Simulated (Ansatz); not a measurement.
Ansatz input file:

```yaml
crystal:
  lattice:
    - [7.5434048785, 0.0, 0.0]
    - [-3.7717024393, 6.5327802559, 0.0]
    - [0.0, 0.0, 23.3153116858]
  atoms:
    - { symbol: Se, position: [0.3333333333, 0.1666666667, 0.3431221554] }
    - { symbol: Se, position: [0.3333333333, 0.6666666667, 0.3431221554] }
    - { symbol: Se, position: [0.8333333333, 0.1666666667, 0.3431221554] }
    - { symbol: Se, position: [0.8333333333, 0.6666666667, 0.3431221554] }
    - { symbol: Pt, position: [0.0, 0.0, 0.3983460958] }
    - { symbol: Pt, position: [0.0, 0.5, 0.3983460958] }
    - { symbol: Pt, position: [0.5, 0.0, 0.3983460958] }
    - { symbol: Pt, position: [0.5, 0.5, 0.3983460958] }
    - { symbol: Se, position: [0.1666666667, 0.3333333333, 0.4535722351] }
    - { symbol: Se, position: [0.1666666667, 0.8333333333, 0.4535722351] }
    - { symbol: Se, position: [0.6666666667, 0.3333333333, 0.4535722351] }
    - { symbol: Se, position: [0.6666666667, 0.8333333333, 0.4535722351] }
    - { symbol: O, position: [0.7562949355, 0.7174868867, 0.581054983] }
    - { symbol: C, position: [0.8764361965, 0.7729863288, 0.5318598439] }
    - { symbol: O, position: [1.0351352148, 0.9463841534, 0.5283299747] }
    - { symbol: H, position: [0.7944712405, 0.8152307746, 0.6146037517] }
    - { symbol: H, position: [0.8333333333, 0.6666666667, 0.4964625046] }
basis:
  ecutwfc: 420
kpoints:
  mp_grid: { grid: [3, 3, 1] }
hamiltonian:
  xc: pbe
  dispersion: d3bj
scf:
  occupations: { method: gaussian, width: 0.1 }
output:
  forces: true
  eigenvalues: true
relax:
  adjacent_minimum: "off"
  f_tol: 0.04
  max_steps: 100
  constraints: [{ sites: [0, 1, 2, 3] }]
efield:
  axis: 3
  dipole_correction: true
  ramp_width: 0.04
```

Command:
```bash
ansatz run input.yaml --threads 4 --pin off --max-ram 10240MiB --backend cpu --events-out ev --progress --plain --runs-dir out
```

All numbers below come from Ansatz, DFT PBE+D3(BJ), scalar-relativistic, plane waves, PAW.

Part of what the program printed, abridged:

```
Pseudopotentials: kind: paw
Pseudopotential: Se, paw, valence charge 16, recommended cutoff 420 eV (normal)
Pseudopotential: Pt, paw, valence charge 18, recommended cutoff 420 eV (normal)
Pseudopotential: O, paw, valence charge 6, recommended cutoff 420 eV (normal)
Pseudopotential: C, paw, valence charge 4, recommended cutoff 420 eV (normal)
Pseudopotential: H, paw, valence charge 1, recommended cutoff 420 eV (normal)
Functional definition: PBE
Crystal: 17 atoms, lattice volume = 1148.965 Å³
Basis set: ecut = 420 eV, 22505 PW (Γ), exchange–correlation on 108×108×320 points (8 copies of the dense FFT grid, shifted against one another)
Bands: 131, of which v1, the nominal top of the filled ones, is band 109 counted from 1 (108 counted from 0)
Symmetry: 1 space group operations
Space group: P1 (ITA 1), of the structure as read, at distance tolerance 1.0e-4 Å
k-points: 5 of 9 (time reversal used)
Initial density: superposition of atomic densities (neutral atoms: chi_scale 0, normalization atom), corrected by the library's trained network
Initial wavefunctions: pseudopotential atomic-orbital guess
Functional: x = pbe(κ = 0.804, μ = 0.21951497), c = pbe(β = 0.06672455)
SCF iter   1: F=—  HF=-95268.128913 eV  |F-HF|=—  |Δ(HF+E_count)|=         —  Δρ=2.77e-3  dr2=1.35e-1  ethr=1.77e-3  p=0.158 e·Å  D=2.48e-2 V/Å  ΔV_dip=-0.58 eV  dr2_dipole=2.37e-3  V_vac-E_F(+/−)=4.23/4.81 eV  ⟨swp⟩=7.2  Hψ=2539  notcnv=0  defer=1
efield: sawtooth ramp at fractional position 0.9589 (placed from the atoms, in the widest stretch of the axis that holds none; the zero of the levels goes with the place), width 0.0400; the density the first Hamiltonian is built on has a dipole p = 0.158 e·Å; the dipole correction subtracts the counter field D = 2.48e-2 V/Å, which shifts the + side's vacuum level by -0.58 eV against the − side's; the planar-averaged density in the ramp window peaks in size at 4.8e-6 e/Å³
SCF iter   2: F=—  HF=-95268.108377 eV  |F-HF|=—  |Δ(HF+E_count)|=   2.05e-2  Δρ=1.53e-3  dr2=4.68e-2  ethr=6.20e-5  p=0.231 e·Å  D=3.64e-2 V/Å  ΔV_dip=-0.85 eV  dr2_dipole=8.30e-3  V_vac-E_F(+/−)=3.96/4.81 eV  ⟨swp⟩=2.0  Hψ=1037  notcnv=0  defer=54
SCF iter   3: F=—  HF=-95268.109797 eV  |F-HF|=—  |Δ(HF+E_count)|=   1.42e-3  Δρ=1.27e-3  dr2=7.92e-2  ethr=2.15e-5  p=0.307 e·Å  D=4.84e-2 V/Å  ΔV_dip=-1.13 eV  dr2_dipole=1.00e-2  V_vac-E_F(+/−)=3.76/4.88 eV  ⟨swp⟩=2.0  Hψ=857  notcnv=0  defer=54
SCF iter   4: F=—  HF=-95268.103582 eV  |F-HF|=—  |Δ(HF+E_count)|=   6.21e-3  Δρ=5.07e-4  dr2=7.92e-3  ethr=2.15e-5  p=0.286 e·Å  D=4.51e-2 V/Å  ΔV_dip=-1.05 eV  dr2_dipole=1.66e-3  V_vac-E_F(+/−)=3.76/4.81 eV  ⟨swp⟩=2.0  Hψ=837  notcnv=0  defer=67
SCF iter   5: F=—  HF=-95268.103314 eV  |F-HF|=—  |Δ(HF+E_count)|=   2.68e-4  Δρ=2.25e-4  dr2=4.44e-4  ethr=3.63e-6  p=0.306 e·Å  D=4.82e-2 V/Å  ΔV_dip=-1.12 eV  dr2_dipole=1.20e-7  V_vac-E_F(+/−)=3.71/4.84 eV  ⟨swp⟩=2.0  Hψ=692  notcnv=0  defer=67
SCF iter   6: F=—  HF=-95268.103800 eV  |F-HF|=—  |Δ(HF+E_count)|=   4.86e-4  Δρ=9.48e-5  dr2=1.01e-4  ethr=2.04e-7  p=0.310 e·Å  D=4.89e-2 V/Å  ΔV_dip=-1.14 eV  dr2_dipole=1.24e-8  V_vac-E_F(+/−)=3.70/4.84 eV  ⟨swp⟩=2.0  Hψ=852  notcnv=0  defer=67
SCF iter   7: F=-95268.103879 eV  HF=-95268.103887 eV  |F-HF|=8.77e-6  |Δ(HF+E_count)|=   8.74e-5  Δρ=4.70e-5  dr2=3.46e-5  ethr=1.83e-8  p=0.311 e·Å  D=4.90e-2 V/Å  ΔV_dip=-1.14 eV  dr2_dipole=6.12e-8  V_vac-E_F(+/−)=3.70/4.84 eV  ⟨swp⟩=14.0  Hψ=3336  notcnv=0
SCF 1 converged in 7 iterations: F = -95268.103879 eV  dr2 = 3.46e-5
relax step   1: F+E_penalty+E_count = -95268.10387858 eV  Δ(F+E_penalty+E_count) = +0.000e0 eV  max|allowed force component| = 4.219e0 eV/Å  Δτ_max = 0.0000 Å  (7 SCF iters, dr2 threshold 4.00e-5 eV, accepted)
Initial density: handed on by an earlier stage of this run
Initial wavefunctions: those handed on with the density
SCF iter   1: F=—  HF=-95269.022037 eV  |F-HF|=—  |Δ(HF+E_count)|=         —  Δρ=9.25e-3  dr2=4.36e-1  ethr=2.01e-4  p=0.311 e·Å  D=4.90e-2 V/Å  ΔV_dip=-1.14 eV  dr2_dipole=1.57e-2  V_vac-E_F(+/−)=3.73/4.87 eV  ⟨swp⟩=1.0  Hψ=2325  notcnv=0  defer=68
efield: sawtooth ramp at fractional position 0.9589 (handed on by an earlier solve), width 0.0400; the density the first Hamiltonian is built on has a dipole p = 0.311 e·Å; the dipole correction subtracts the counter field D = 4.90e-2 V/Å, which shifts the + side's vacuum level by -1.14 eV against the − side's; the planar-averaged density in the ramp window peaks in size at 4.7e-6 e/Å³
SCF iter   2: F=—  HF=-95268.964691 eV  |F-HF|=—  |Δ(HF+E_count)|=   5.73e-2  Δρ=4.76e-3  dr2=2.22e-1  ethr=2.00e-4  p=0.199 e·Å  D=3.14e-2 V/Å  ΔV_dip=-0.73 eV  dr2_dipole=1.88e-2  V_vac-E_F(+/−)=4.04/4.77 eV  ⟨swp⟩=2.0  Hψ=894  notcnv=0  defer=68
SCF iter   3: F=—  HF=-95268.985485 eV  |F-HF|=—  |Δ(HF+E_count)|=   2.08e-2  Δρ=3.09e-3  dr2=3.88e-1  ethr=1.02e-4  p=0.296 e·Å  D=4.66e-2 V/Å  ΔV_dip=-1.09 eV  dr2_dipole=6.78e-2  V_vac-E_F(+/−)=3.88/4.97 eV  ⟨swp⟩=2.0  Hψ=1056  notcnv=0  defer=69
SCF iter   4: F=—  HF=-95268.949087 eV  |F-HF|=—  |Δ(HF+E_count)|=   3.64e-2  Δρ=1.10e-3  dr2=1.82e-2  ethr=1.02e-4  p=0.206 e·Å  D=3.24e-2 V/Å  ΔV_dip=-0.76 eV  dr2_dipole=2.57e-3  V_vac-E_F(+/−)=4.06/4.82 eV  ⟨swp⟩=2.0  Hψ=755  notcnv=0  defer=69
SCF iter   5: F=—  HF=-95268.947925 eV  |F-HF|=—  |Δ(HF+E_count)|=   1.16e-3  Δρ=4.92e-4  dr2=1.34e-3  ethr=8.35e-6  p=0.221 e·Å  D=3.48e-2 V/Å  ΔV_dip=-0.81 eV  dr2_dipole=5.34e-8  V_vac-E_F(+/−)=4.03/4.84 eV  ⟨swp⟩=2.0  Hψ=786  notcnv=0  defer=69
SCF iter   6: F=—  HF=-95268.948216 eV  |F-HF|=—  |Δ(HF+E_count)|=   2.91e-4  Δρ=1.42e-4  dr2=2.07e-4  ethr=6.13e-7  p=0.224 e·Å  D=3.53e-2 V/Å  ΔV_dip=-0.82 eV  dr2_dipole=7.57e-8  V_vac-E_F(+/−)=4.02/4.85 eV  ⟨swp⟩=2.0  Hψ=851  notcnv=0  defer=69
SCF iter   7: F=-95268.948226 eV  HF=-95268.948231 eV  |F-HF|=4.74e-6  |Δ(HF+E_count)|=   1.47e-5  Δρ=5.56e-5  dr2=3.67e-5  ethr=4.59e-8  p=0.225 e·Å  D=3.54e-2 V/Å  ΔV_dip=-0.83 eV  dr2_dipole=1.68e-7  V_vac-E_F(+/−)=4.02/4.84 eV  ⟨swp⟩=15.4  Hψ=3206  notcnv=0
SCF 2 converged in 7 iterations: F = -95268.948226 eV  dr2 = 3.67e-5
relax step   2: F+E_penalty+E_count = -95268.94822578 eV  Δ(F+E_penalty+E_count) = -8.443e-1 eV  max|allowed force component| = 1.873e0 eV/Å  Δτ_max = 0.1944 Å  (7 SCF iters, dr2 threshold 1.00e-4 eV, accepted)
SCF iter   1: F=—  HF=-95269.357210 eV  |F-HF|=—  |Δ(HF+E_count)|=         —  Δρ=9.71e-3  dr2=3.37e-1  ethr=1.72e-3  p=0.225 e·Å  D=3.54e-2 V/Å  ΔV_dip=-0.83 eV  dr2_dipole=1.46e-3  V_vac-E_F(+/−)=4.05/4.88 eV  ⟨swp⟩=3.0  Hψ=1510  notcnv=0  defer=65
efield: sawtooth ramp at fractional position 0.9589 (handed on by an earlier solve), width 0.0400; the density the first Hamiltonian is built on has a dipole p = 0.225 e·Å; the dipole correction subtracts the counter field D = 3.54e-2 V/Å, which shifts the + side's vacuum level by -0.83 eV against the − side's; the planar-averaged density in the ramp window peaks in size at 4.4e-6 e/Å³
   ...
SCF iter   2: F=—  HF=-95269.813141 eV  |F-HF|=—  |Δ(HF+E_count)|=   7.35e-4  Δρ=8.46e-4  dr2=2.17e-3  ethr=4.62e-6  p=0.108 e·Å  D=1.70e-2 V/Å  ΔV_dip=-0.40 eV  dr2_dipole=1.17e-8  V_vac-E_F(+/−)=4.51/4.91 eV  ⟨swp⟩=2.0  Hψ=925  notcnv=0  defer=67
SCF iter   3: F=—  HF=-95269.813378 eV  |F-HF|=—  |Δ(HF+E_count)|=   2.37e-4  Δρ=1.26e-4  dr2=2.12e-4  ethr=9.96e-7  p=0.108 e·Å  D=1.70e-2 V/Å  ΔV_dip=-0.40 eV  dr2_dipole=1.91e-5  V_vac-E_F(+/−)=4.51/4.91 eV  ⟨swp⟩=3.0  Hψ=819  notcnv=0  defer=67
SCF iter   4: F=—  HF=-95269.813192 eV  |F-HF|=—  |Δ(HF+E_count)|=   1.86e-4  Δρ=7.07e-5  dr2=2.86e-4  ethr=9.73e-8  p=0.105 e·Å  D=1.65e-2 V/Å  ΔV_dip=-0.38 eV  dr2_dipole=5.05e-5  V_vac-E_F(+/−)=4.52/4.90 eV  ⟨swp⟩=3.0  Hψ=895  notcnv=0  defer=67
SCF iter   5: F=—  HF=-95269.813174 eV  |F-HF|=—  |Δ(HF+E_count)|=   1.84e-5  Δρ=4.14e-5  dr2=6.49e-5  ethr=9.73e-8  p=0.107 e·Å  D=1.69e-2 V/Å  ΔV_dip=-0.39 eV  dr2_dipole=9.65e-6  V_vac-E_F(+/−)=4.52/4.91 eV  ⟨swp⟩=2.0  Hψ=722  notcnv=0  defer=67
SCF iter   6: F=-95269.813167 eV  HF=-95269.813167 eV  |F-HF|=7.55e-7  |Δ(HF+E_count)|=   6.37e-6  Δρ=9.83e-6  dr2=1.84e-6  ethr=8.58e-10  p=0.107 e·Å  D=1.68e-2 V/Å  ΔV_dip=-0.39 eV  dr2_dipole=1.39e-7  V_vac-E_F(+/−)=4.52/4.91 eV  ⟨swp⟩=11.6  Hψ=3034  notcnv=0
SCF 16 converged in 6 iterations: F = -95269.813167 eV  dr2 = 1.84e-6
relax step  16: F+E_penalty+E_count = -95269.81316660 eV  Δ(F+E_penalty+E_count) = -3.176e-4 eV  max|allowed force component| = 6.823e-2 eV/Å  Δτ_max = 0.0474 Å  (6 SCF iters, dr2 threshold 1.87e-6 eV, accepted)
SCF iter   1: F=—  HF=-95269.815414 eV  |F-HF|=—  |Δ(HF+E_count)|=         —  Δρ=2.31e-3  dr2=1.87e-2  ethr=7.88e-5  p=0.107 e·Å  D=1.68e-2 V/Å  ΔV_dip=-0.39 eV  dr2_dipole=1.09e-5  V_vac-E_F(+/−)=4.52/4.91 eV  ⟨swp⟩=3.6  Hψ=1303  notcnv=0  defer=40
efield: sawtooth ramp at fractional position 0.9589 (handed on by an earlier solve), width 0.0400; the density the first Hamiltonian is built on has a dipole p = 0.107 e·Å; the dipole correction subtracts the counter field D = 1.68e-2 V/Å, which shifts the + side's vacuum level by -0.39 eV against the − side's; the planar-averaged density in the ramp window peaks in size at 1.5e-6 e/Å³
SCF iter   2: F=—  HF=-95269.813508 eV  |F-HF|=—  |Δ(HF+E_count)|=   1.91e-3  Δρ=1.13e-3  dr2=4.00e-3  ethr=8.57e-6  p=0.103 e·Å  D=1.62e-2 V/Å  ΔV_dip=-0.38 eV  dr2_dipole=1.26e-6  V_vac-E_F(+/−)=4.53/4.91 eV  ⟨swp⟩=2.0  Hψ=928  notcnv=0  defer=40
SCF iter   3: F=—  HF=-95269.813878 eV  |F-HF|=—  |Δ(HF+E_count)|=   3.69e-4  Δρ=2.41e-4  dr2=1.20e-3  ethr=1.84e-6  p=0.105 e·Å  D=1.65e-2 V/Å  ΔV_dip=-0.39 eV  dr2_dipole=1.60e-4  V_vac-E_F(+/−)=4.53/4.91 eV  ⟨swp⟩=3.0  Hψ=845  notcnv=0  defer=40
SCF iter   4: F=—  HF=-95269.813581 eV  |F-HF|=—  |Δ(HF+E_count)|=   2.96e-4  Δρ=1.08e-4  dr2=6.10e-4  ethr=5.50e-7  p=0.098 e·Å  D=1.55e-2 V/Å  ΔV_dip=-0.36 eV  dr2_dipole=1.07e-4  V_vac-E_F(+/−)=4.54/4.90 eV  ⟨swp⟩=2.0  Hψ=848  notcnv=0  defer=40
SCF iter   5: F=—  HF=-95269.813540 eV  |F-HF|=—  |Δ(HF+E_count)|=   4.20e-5  Δρ=6.79e-5  dr2=4.63e-5  ethr=2.80e-7  p=0.101 e·Å  D=1.59e-2 V/Å  ΔV_dip=-0.37 eV  dr2_dipole=1.47e-7  V_vac-E_F(+/−)=4.54/4.91 eV  ⟨swp⟩=2.0  Hψ=798  notcnv=0  defer=40
SCF iter   6: F=-95269.813535 eV  HF=-95269.813536 eV  |F-HF|=4.29e-7  |Δ(HF+E_count)|=   3.83e-6  Δρ=1.88e-5  dr2=3.75e-6  ethr=1.77e-9  p=0.101 e·Å  D=1.59e-2 V/Å  ΔV_dip=-0.37 eV  dr2_dipole=8.01e-8  V_vac-E_F(+/−)=4.54/4.91 eV  ⟨swp⟩=10.8  Hψ=3020  notcnv=0
SCF iter   7: F=-95269.813537 eV  HF=-95269.813536 eV  |F-HF|=4.85e-7  |Δ(HF+E_count)|=   6.49e-7  Δρ=6.82e-6  dr2=5.14e-7  ethr=1.72e-9  p=0.101 e·Å  D=1.59e-2 V/Å  ΔV_dip=-0.37 eV  dr2_dipole=9.66e-10  V_vac-E_F(+/−)=4.54/4.91 eV  ⟨swp⟩=6.2  Hψ=2351  notcnv=0
SCF iter   8: F=-95269.813537 eV  HF=-95269.813537 eV  |F-HF|=1.55e-8  |Δ(HF+E_count)|=   5.52e-7  Δρ=3.62e-6  dr2=2.00e-7  ethr=2.36e-10  p=0.101 e·Å  D=1.58e-2 V/Å  ΔV_dip=-0.37 eV  dr2_dipole=9.28e-11  V_vac-E_F(+/−)=4.54/4.91 eV  ⟨swp⟩=5.6  Hψ=2260  notcnv=0
SCF 17 converged in 8 iterations: F = -95269.813537 eV  dr2 = 2.00e-7
relax step  17: F+E_penalty+E_count = -95269.81353686 eV  Δ(F+E_penalty+E_count) = -3.703e-4 eV  max|allowed force component| = 3.576e-2 eV/Å  Δτ_max = 0.0582 Å  (8 SCF iters, dr2 threshold 3.86e-6 eV, accepted)
SCF iter   1: F=—  HF=-95269.813571 eV  |F-HF|=—  |Δ(HF+E_count)|=         —  Δρ=3.62e-6  dr2=2.00e-7  ethr=9.16e-11  p=0.101 e·Å  D=1.58e-2 V/Å  ΔV_dip=-0.37 eV  dr2_dipole=2.75e-11  V_vac-E_F(+/−)=4.54/4.91 eV  ⟨swp⟩=1.0  Hψ=1550  notcnv=0
efield: sawtooth ramp at fractional position 0.9589 (handed on by an earlier solve), width 0.0400; the density the first Hamiltonian is built on has a dipole p = 0.101 e·Å; the dipole correction subtracts the counter field D = 1.58e-2 V/Å, which shifts the + side's vacuum level by -0.37 eV against the − side's; the planar-averaged density in the ramp window peaks in size at 1.4e-6 e/Å³
SCF iter   2: F=—  HF=-95269.813537 eV  |F-HF|=—  |Δ(HF+E_count)|=   3.40e-5  Δρ=2.72e-6  dr2=1.49e-7  ethr=9.16e-11  p=0.101 e·Å  D=1.58e-2 V/Å  ΔV_dip=-0.37 eV  dr2_dipole=9.25e-11  V_vac-E_F(+/−)=4.54/4.91 eV  ⟨swp⟩=2.0  Hψ=1090  notcnv=0
SCF iter   3: F=-95269.813537 eV  HF=-95269.813537 eV  |F-HF|=4.86e-8  |Δ(HF+E_count)|=   1.05e-8  Δρ=1.05e-6  dr2=1.01e-8  ethr=4.59e-11  p=0.101 e·Å  D=1.58e-2 V/Å  ΔV_dip=-0.37 eV  dr2_dipole=2.83e-12  V_vac-E_F(+/−)=4.54/4.91 eV  ⟨swp⟩=4.4  Hψ=2249  notcnv=0
SCF 18 converged in 3 iterations: F = -95269.813537 eV  dr2 = 1.01e-8
relax step  18: F+E_penalty+E_count = -95269.81353699 eV  Δ(F+E_penalty+E_count) = -1.289e-7 eV  max|allowed force component| = 3.575e-2 eV/Å  Δτ_max = 0.0000 Å  (3 SCF iters, accepted)
SCF converged after 3 iterations
Free energy (F): -95269.813537 eV
Harris-Foulkes:  -95269.813537 eV  (|F-HF|=4.86e-8)
Internal energy: -95269.813537 eV  (E = F + TS)
E sigma→0 (E₀):  -95269.813537 eV
Fermi energy:    -0.705075 eV
Dipole field:    D = 0.015846 V/Å  (p = 0.100613 e·Å, saw-weighted, corrected)
Work function:   Φ+ = 4.5389 eV   Φ− = 4.9083 eV
Levels:          The Fermi level and band energies are counted from a zero that moves with the ramp; work functions are not
--- Per-component energies (eV) ---
  E_band       = -6741.439524
  E_kinetic    = 3953.906958
  E_local      = -231655.803012  (includes V_loc(G=0)·N_el)
  E_nonlocal   = -3836.214184
  E_hartree    = 113271.224477
  E_xc         = -2087.755960
  E_vxc        = -2258.634966  (∫ρ·V_xc dr)
  E_paw        = -53527.873969  (= ΣΔE_a)
  E_vpaw       = 507.676164  (= ΣTr[D̂ρ^β])
  E_aug_tail   = -0.001643  (compensation charges beyond the density's cutoff)
  E_efield     = 0.000797  (sawtooth field / dipole correction)
  E_vefield    = 5.178562  (∫n·V_field dr)
  E_ewald      = 78616.447343
  E_disp       = -3.744345  (pairwise vdW)
  E_smearing   =  0.000000  (= −TS)
--- Forces (eV/Å), atoms counted from 1 ---
  atom   1  Se    -0.02083834    -0.00006948     0.01618661
  atom   2  Se     0.00172650    -0.00639755     0.00090281
  atom   3  Se     0.01960197    -0.01023175    -0.00559102
  atom   4  Se    -0.00199964     0.01220855    -0.00957601
  atom   5  Pt     0.00044223     0.00027179     0.00158416
  atom   6  Pt     0.00117490     0.00001659    -0.00041346
  atom   7  Pt    -0.00097224     0.00080250     0.00023863
  atom   8  Pt     0.00035341    -0.00215971     0.00047457
  atom   9  Se     0.00009677    -0.00040614    -0.00010358
  atom  10  Se     0.00162080     0.00157059    -0.00183036
  atom  11  Se    -0.00109932    -0.00109532    -0.00074907
  atom  12  Se     0.00074451     0.00309208     0.00076303
  atom  13  O      0.02056017     0.03574844    -0.01584032
  atom  14  C     -0.02857498     0.01424831     0.02396716
  atom  15  O     -0.01530753    -0.00953962     0.00681156
  atom  16  H      0.02677102    -0.02204880    -0.01862293
  atom  17  H     -0.00431290    -0.01603715     0.00182082
--- Band table (eV; the first three rows and the last of 5) ---
  k-point 0: bands = ["-99.9384", "-99.9264", "-99.9196", "-99.9153", "-54.1816", "-54.1794", "-54.1694", "-54.1662", "-54.1617", "-54.1590", "-54.1571", "-54.1528", "-54.0713", "-54.0590", "-54.0515", "-54.0482", "-48.8943", "-48.8942", "-48.8872", "-48.8871", "-48.8779", "-48.8779", "-48.8746", "-48.8746", "-48.8708", "-48.8706", "-48.8627", "-48.8625", "-48.8574", "-48.8574", "-48.8561", "-48.8552", "-48.8535", "-48.8534", "-48.8479", "-48.8478", "-48.8411", "-48.8384", "-48.8382", "-48.8359", "-48.8355", "-48.8330", "-48.8321", "-48.8319", "-48.8243", "-48.8234", "-48.8229", "-48.8212", "-48.8194", "-48.8194", "-48.8175", "-48.8148", "-48.8143", "-48.8090", "-48.8052", "-48.8001", "-24.0 ...
  k-point 1: bands = ["-99.9384", "-99.9264", "-99.9196", "-99.9153", "-54.1811", "-54.1791", "-54.1698", "-54.1656", "-54.1617", "-54.1588", "-54.1575", "-54.1536", "-54.0713", "-54.0590", "-54.0515", "-54.0482", "-48.8943", "-48.8942", "-48.8872", "-48.8871", "-48.8779", "-48.8779", "-48.8746", "-48.8746", "-48.8707", "-48.8706", "-48.8627", "-48.8625", "-48.8574", "-48.8574", "-48.8561", "-48.8552", "-48.8535", "-48.8534", "-48.8479", "-48.8477", "-48.8411", "-48.8384", "-48.8382", "-48.8359", "-48.8356", "-48.8330", "-48.8321", "-48.8319", "-48.8243", "-48.8234", "-48.8230", "-48.8212", "-48.8194", "-48.8193", "-48.8175", "-48.8148", "-48.8143", "-48.8090", "-48.8052", "-48.8001", "-24.0 ...
  k-point 2: bands = ["-99.9384", "-99.9264", "-99.9196", "-99.9153", "-54.1815", "-54.1789", "-54.1692", "-54.1651", "-54.1621", "-54.1596", "-54.1580", "-54.1529", "-54.0713", "-54.0589", "-54.0515", "-54.0482", "-48.8943", "-48.8942", "-48.8872", "-48.8871", "-48.8779", "-48.8779", "-48.8746", "-48.8746", "-48.8707", "-48.8706", "-48.8627", "-48.8625", "-48.8574", "-48.8574", "-48.8561", "-48.8552", "-48.8535", "-48.8534", "-48.8479", "-48.8477", "-48.8411", "-48.8384", "-48.8382", "-48.8359", "-48.8356", "-48.8330", "-48.8321", "-48.8319", "-48.8243", "-48.8234", "-48.8229", "-48.8212", "-48.8194", "-48.8193", "-48.8175", "-48.8148", "-48.8143", "-48.8090", "-48.8051", "-48.8001", "-24.0 ...
  k-point 4: bands = ["-99.9384", "-99.9264", "-99.9196", "-99.9153", "-54.1810", "-54.1791", "-54.1699", "-54.1658", "-54.1616", "-54.1584", "-54.1576", "-54.1538", "-54.0713", "-54.0590", "-54.0515", "-54.0482", "-48.8943", "-48.8942", "-48.8872", "-48.8871", "-48.8779", "-48.8779", "-48.8746", "-48.8746", "-48.8708", "-48.8706", "-48.8627", "-48.8625", "-48.8574", "-48.8574", "-48.8561", "-48.8552", "-48.8535", "-48.8534", "-48.8479", "-48.8477", "-48.8411", "-48.8384", "-48.8382", "-48.8360", "-48.8355", "-48.8330", "-48.8321", "-48.8319", "-48.8243", "-48.8234", "-48.8230", "-48.8212", "-48.8194", "-48.8194", "-48.8175", "-48.8148", "-48.8144", "-48.8090", "-48.8051", "-48.8001", "-24.0 ...
--- Relaxed structure (18 steps of the walk, 18 accepted, 0 SCFs on fresh bases) ---
  F+E_penalty+E_count = -95269.81353699 eV   max|allowed force component| = 3.575e-2 eV/Å
  atoms:
    - { symbol: Se, position: [0.33333333, 0.16666666, 0.34312215] }
    - { symbol: Se, position: [0.3333333333, 0.66666666, 0.34312215] }
    - { symbol: Se, position: [0.83333333, 0.16666666, 0.34312215] }
    - { symbol: Se, position: [0.83333333, 0.66666666, 0.34312215] }
    - { symbol: Pt, position: [1.87705371e-5, 3.67271757e-5, 0.39846132] }
    - { symbol: Pt, position: [0.00031996, 0.50007126, 0.39829627] }
    - { symbol: Pt, position: [0.49990891, -3.10963798e-5, 0.39829159] }
    - { symbol: Pt, position: [0.49974882, 0.49994307, 0.39837300] }
    - { symbol: Se, position: [0.16652972, 0.33329512, 0.45376630] }
    - { symbol: Se, position: [0.16693747, 0.83309267, 0.45348937] }
    - { symbol: Se, position: [0.66697987, 0.33360982, 0.45359073] }
    - { symbol: Se, position: [0.66609863, 0.83330145, 0.45328135] }
    - { symbol: O, position: [0.68388633, 0.71591766, 0.61330744] }
    - { symbol: C, position: [0.86343076, 0.78585186, 0.58520132] }
    - { symbol: O, position: [0.99795010, 0.96285907, 0.58277348] }
    - { symbol: H, position: [0.68438555, 0.83574488, 0.62978609] }
    - { symbol: H, position: [0.86839999, 0.65609146, 0.56476058] }
```

The relaxation met its thresholds.

Time: 6.2 min on 4 threads of Intel(R) Xeon(R) Platinum 8259CL CPU @ 2.50GHz (Skylake/Cascade Lake), on a shared host, peak memory 3.2 GiB.

Spin–orbit coupling is left out, which can shift energies with elements as heavy as these.